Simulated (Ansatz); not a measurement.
The relaxed structure here is a generated cell of V: the first start was made by placing the elements on the sites of a structure type, and the end was not matched to a known phase here, so it may be hypothetical. Known forms of V include space group No. 229.

One stationary structure of V. All values below come from PBEsol (plane waves to 420 eV, PAW, scalar-relativistic; Ansatz, a first-principles code).

```xyz
3
Lattice="4.4020 0.0000 0.0000 -2.2010 3.8123 0.0000 0.0000 0.0000 2.3464" Properties=species:S:1:pos:R:3 pbc="T T T"
V      0.0000     0.0000     0.0000
V      0.0000     2.5415     1.1732
V      2.2010     1.2708     1.1732
```

Determine the symmetry and give the standard cell with its independent sites.

Space group P6/mmm (No. 191); a = b = 4.4020 Å, c = 2.3464 Å, α = β = 90.00°, γ = 120.00°

```csv
atom,site,symmetry,x,y,z
V,1a,6/mmm,0.0000,0.0000,0.0000
V,2d,-6m2,0.3333,0.6667,0.5000
```

Give the shortest distances between elements (the closest pairs, up to four, under 3.6 Å).

V–V 2.35 Å.

The volume per atom is 13.13 Å³. The band gap is zero (metallic) and the magnetic moment is zero (the starting moments vanished).

No spin polarisation in the result: the starting moments vanished.

The run could not lose the symmetry of its start, so the end can be a saddle point.

All atoms sit on sites fixed by symmetry, so only the cell could relax.
